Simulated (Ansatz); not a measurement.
BaMgF4:
```
BaMgF4
1.0
    2.06289    -7.24441     0.00000
    2.06289     7.24441     0.00000
    0.00000     0.00000     5.82171
Ba Mg F
2 2 8
Direct
  0.64810   0.35190   0.15237
  0.35190   0.64810   0.65237
  0.91417   0.08583   0.18920
  0.08583   0.91417   0.68920
  0.42098   0.57902   0.19807
  0.57902   0.42098   0.69807
  0.80380   0.19620   0.38616
  0.19620   0.80380   0.88616
  0.02486   0.97514   0.99933
  0.97514   0.02486   0.49933
  0.16688   0.83312   0.42434
  0.83312   0.16688   0.92434
```

Relaxed with r²SCAN.

**Question.** Map the electron localisation function on the plane through (0.648, 0.352, 0.152) spanned by u = [0, 0, 1] and v = [1, -1, 0] in lattice vectors, from DFT-r²SCAN in the program Ansatz with PAW potentials.

**Answer.** x is the fraction of u, y of v (the angle between them is 90°; rows are the nearest grid lines); atoms in the plane: Ba at (0.00, 0.00), Ba at (0.50, 0.70), Mg at (0.04, 0.27), Mg at (0.54, 0.44), F at (0.05, 0.77), F at (0.55, 0.93), F at (0.23, 0.16), F at (0.73, 0.55), F at (0.85, 0.38), F at (0.35, 0.33).
```
y \ x   0.000  0.103  0.172  0.276  0.379  0.448   0.552  0.621  0.724  0.828  0.897   1.00
------  -----  -----  -----  -----  -----  -----  ------  -----  -----  -----  -----  -----
1.00    0.000  0.713  0.879  0.069  0.060  0.388   0.574  0.423  0.036  0.863  0.703  0.000
0.925   0.847  0.780  0.441  0.013  0.609  0.811   0.475  0.784  0.367  0.151  0.724  0.847
0.850   0.308  0.344  0.153  0.007  0.021  0.101   0.276  0.223  0.025  0.008  0.050  0.308
0.775   0.659  0.719  0.769  0.037  0.701  0.849   0.858  0.780  0.063  0.160  0.703  0.659
0.700   0.479  0.423  0.078  0.480  0.835  0.008  -0.001  0.845  0.642  0.010  0.090  0.479
0.625   0.003  0.005  0.011  0.019  0.373  0.742   0.598  0.133  0.149  0.213  0.060  0.003
0.550   0.014  0.427  0.775  0.796  0.752  0.201   0.310  0.791  0.456  0.811  0.616  0.014
0.450   0.036  0.041  0.321  0.497  0.050  0.324   0.141  0.346  0.035  0.181  0.242  0.036
0.375   0.665  0.020  0.172  0.726  0.793  0.448   0.020  0.028  0.792  0.487  0.672  0.665
0.300   0.332  0.259  0.072  0.810  0.784  0.786   0.166  0.011  0.052  0.227  0.057  0.332
0.225   0.232  0.108  0.140  0.271  0.036  0.015   0.035  0.452  0.794  0.800  0.380  0.232
0.150   0.028  0.747  0.738  0.654  0.712  0.148   0.043  0.534  0.812  0.813  0.652  0.028
0.0750  0.814  0.342  0.062  0.162  0.062  0.009   0.003  0.005  0.011  0.124  0.630  0.814
0.000   0.000  0.713  0.879  0.069  0.060  0.388   0.574  0.423  0.036  0.863  0.703  0.000
```

The density is the valence pseudo-density with augmentation charge, so density and ELF within about 1 Å of a nucleus are not all-electron values.

Space group Cmc2_1. The workflow started from a Materials Project entry (that database holds measured and hypothetical structures alike); the Crystallography Open Database files this formula in space group No. 36, but the cells were not matched. Whether it is the stable phase at ambient conditions was not checked. Symmetry was held in the r²SCAN relaxation; its stability against distortions is not shown here. Scalar-relativistic: spin–orbit coupling is off unless named, which matters more the heavier the elements.

Potentials: the earlier of the program's two PAW sets. The files were generated under PBE; for other functionals the program regenerates the frozen cores, and for LDA and PBEsol the local potential too.
